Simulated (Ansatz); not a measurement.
# SnO

**What was measured.** A cell as deposited of tetragonal SnO (space group P4/nmm), temperature not stated, from the Crystallography Open Database (1981, doi:10.1016/0022-4596(81)90068-2), has a, c = 3.799, 4.841 Å and 17.46 Å³/atom.

Computed with Ansatz (plane waves, PAW, 420 eV cutoff): PBE, scalar-relativistic, no spin polarisation, Γ-centred 10×10×8 mesh, 0.05 eV Gaussian smearing; PAW files: Ansatz's generated set soft_2.

```
CELL_PARAMETERS angstrom
3.86825 0.00000 0.00000
0.00000 3.86825 0.00000
0.00000 0.00000 5.06763
ATOMIC_POSITIONS crystal
Sn 0.00000 0.50000 0.22872
Sn 0.50000 0.00000 0.77128
O 0.00000 0.00000 0.00000
O 0.50000 0.50000 0.00000
```

The chain of runs began from a cell as deposited in COD, expanded in volume.

The cell above was scaled in volume, and shape and atoms were relaxed at each volume within its symmetry. Energies are counted from the cell above.

The cell is relaxed to zero pressure at this level.

```csv
V (Å³/atom),ΔE (meV/atom),P (GPa),gap on the mesh (eV)
18.20,2.2,0.99,0.23
18.58,0.5,0.47,0.37
18.96,0.0,0.01,0.50
19.34,0.4,-0.37,0.63
19.72,1.4,-0.62,0.76
```

Problem. Can a bulk modulus be trusted from these points?

Solution. No. The energies are smooth (scatter 0.00 meV/atom), but the fit's B0′ of 11.6 is out of the usual range: the curve is too flat or too lopsided over this range, as for soft or weakly bound crystals, and a third-order form can't fix it.

**Against experiment.** PBE gives 3.868, 5.068 Å and 18.96 Å³/atom, +8.6 % in volume (+2.8 % in length) from the database's cell. The axes miss by +1.8 %, +4.7 %. The axes miss by different amounts; where weakly bound layers or chains set an axis, functionals without a dispersion term leave it too long. The database's entry may also be off.

The structure is layered, and this functional has no dispersion term, so the layers' spacing is poorly fixed, often too long, and so is what hangs on it.
